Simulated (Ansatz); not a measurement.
## MoSi2-type LaSi₂

Method: PBEsol, scalar-relativistic; no spin polarisation; PAW, 420 eV, Γ-centred 12×12×12 mesh, 0.05 eV Gaussian smearing; code Ansatz; PAW files: Ansatz's generated set soft_2.

```
La Si
1.0
    -1.70121    1.70121    5.27309
     1.70121   -1.70121    5.27309
     1.70121    1.70121   -5.27309
La Si
1 2
Cartesian
  0.0000 0.0000 0.0000
  0.0000 0.0000 3.0741
  0.0000 0.0000 7.4721
```

This is a trial structure made by placing the elements on a prototype's sites, so it needn't be the stable form.

The cell has space group I4/mmm (read at 0.01 Å). In it the stress is 0.00, 0.00, 0.01, 0.00, 0.00, 0.00 GPa and the largest force component 0.000 eV/Å. Each change below starts from this cell, without further relaxation. Stress is in GPa, positive in compression, in the order xx, yy, zz, yz, xz, xy; energies are counted from the cell above and are free energies with the smearing's entropy, which match forces and stress in a metal.

Problem. One atom was moved along a Cartesian axis, and these forces appeared. Which atom, and about how far?
```tsv
atom	Fx (eV/Å)	Fy	Fz
La1	0.000	0.000	0.592
Si2	0.000	0.000	-1.211
Si3	0.000	0.000	0.619
```

Solution. Atom 2 (Si) is moved by 0.20 Å along z; the energy changes by 122.4 meV per cell.

Problem. What stress follows from an engineering strain of 2 % in xy, atoms carried along?

Solution. 0.06, 0.06, 0.01, 0.00, 0.00, 0.09 GPa; the energy changes by 0.4 meV per cell.
```tsv
atom	Fx (eV/Å)	Fy	Fz
La1	0.000	0.000	0.000
Si2	0.000	0.000	0.014
Si3	0.000	0.000	-0.014
```
The stress implies an energy change of -0.4 meV, which the run doesn't match: the electronic state changed under the strain or, in a metal, the mesh is too coarse, so no elastic constant can be read from it.

These numbers lack spin–orbit coupling. The cell is a metal with an odd number of electrons, and spin polarisation wasn't tried.
